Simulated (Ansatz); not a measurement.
Computed with DFT PBE, scalar-relativistic, plane waves, PAW in Ansatz 0.2.0. All cells share a 420 eV cutoff and Γ-centred k meshes spaced at most about 0.3 Å⁻¹ (about 0.25 or finer for metals, 2π included). No spin polarisation in the final relaxations.

These are static total energies at zero pressure.

Compare these two cells of ScInSbP3, each relaxed at this level.

A.

```
Sc In Sb P
1.0
     4.97718    0.00000    0.00000
    -2.48859    4.31036    0.00000
     0.00000    0.00000    6.72403
Sc In Sb P
1 1 1 3
Direct
  0.33333 0.66667 0.50000
  0.00000 0.00000 0.50000
  0.33333 0.66667 0.00000
  0.66667 0.33333 0.17016
  0.66667 0.33333 0.82984
  0.66667 0.33333 0.50000
```

B.

```
Sc In Sb P
1.0
     5.31587    0.00000    0.00000
    -2.65793    4.60368    0.00000
     0.00000    0.00000    5.83171
Sc In Sb P
1 1 1 3
Direct
  0.66667 0.33333 0.00000
  0.33333 0.66667 0.50000
  0.00000 0.00000 0.50000
  0.14824 0.85176 0.00000
  0.14824 0.29648 0.00000
  0.70352 0.85176 0.00000
```

Task: Which would you expect to be lower, and how large is the difference?

Result: B is lower, by 279 meV/atom. A has space group P-6m2 (No. 187), 24.0 Å³/atom and no gap on its mesh; B has space group P-6m2 (No. 187), 23.8 Å³/atom and no gap. Counting P or Sb atoms around In and Sc (for each partner element, those within 1.25 times its shortest distance or 1.15 times the sum of covalent radii, where it is the nearest in units of that sum or under 1.3), A has Sc 5, In 3 and B has Sc 6, In 3. A holds P–P chains (shortest 2.22 Å); B holds P–P units of three or more atoms (shortest 2.36 Å). Even the lower one lies +0.06 eV/atom against the reference forms of the elements (uncorrected), so neither is stable at this level. Both come from invented guesses. A third cell relaxed alike, in P4/mmm, lies 48 meV/atom below the lower of the two.

These runs have no spin–orbit coupling, which can matter for Sb. A magnetic state wasn't ruled out in cells without spin, among them P-6m2 at 24.0 Å³/atom. Cells relaxed within their symmetry can be saddle points.
